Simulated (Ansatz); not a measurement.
## Computed properties of MoW

MoW (rock salt, Fm-3m), a = b = c = 5.2116 Å, α = β = γ = 90.00°; the cell used has 2 atoms.

Space group Fm-3m (No. 225), rock salt; conventional cell a = 5.2116 Å, b = 5.2116 Å, c = 5.2116 Å, α = 90.00°, β = 90.00°, γ = 90.00°.

Method: the program Ansatz at the r²SCAN level (PAW). Geometry: relaxed at this level of theory. Other levels are named where they apply.

**Cell and energy**

* **Volume per atom**: 17.69 Å³
* **Density**: 13.13 g/cm³
* **Formation energy from the elements (no fitted shifts)**: 1.40 eV/atom

**Electronic structure**

- Electronic character = metallic (no gap)
- Density of states at the Fermi level = 1.1 states/eV per atom (mean over ±0.08 eV)
- Gap with spin–orbit coupling = none (metallic)

**Mechanics**

* **Bulk modulus (Birch–Murnaghan fit)**: 209 GPa
* **Pressure derivative B′**: 4.2
* **Elastic constants (relaxed ions, GPa)**: C11 = 492, C12 = 70.4, C44 = -103
* **Mechanical stability**: unstable (C has a negative eigenvalue)

**Charges**

* **Bader charges**: Mo -0.01, W +0.01 e

The start of the workflow was typed in or built on a structure type; neither database checked (COD, Materials Project) lists it. Whether it is the stable phase at ambient conditions was not checked. The cell was relaxed with r²SCAN under the symmetry of its start. The run is not spin-polarised. Its formation energy is positive at this level, so the cell may be metastable or incomplete. As this level gives no gap, shear constants depend on the k-mesh and smearing (Fermi–Dirac, 0.1 eV here). The references are the lowest solids computed at this level, not always the standard phases. Spin–orbit coupling is left out wherever it is not named.

Potentials: the later of the program's two PAW sets.
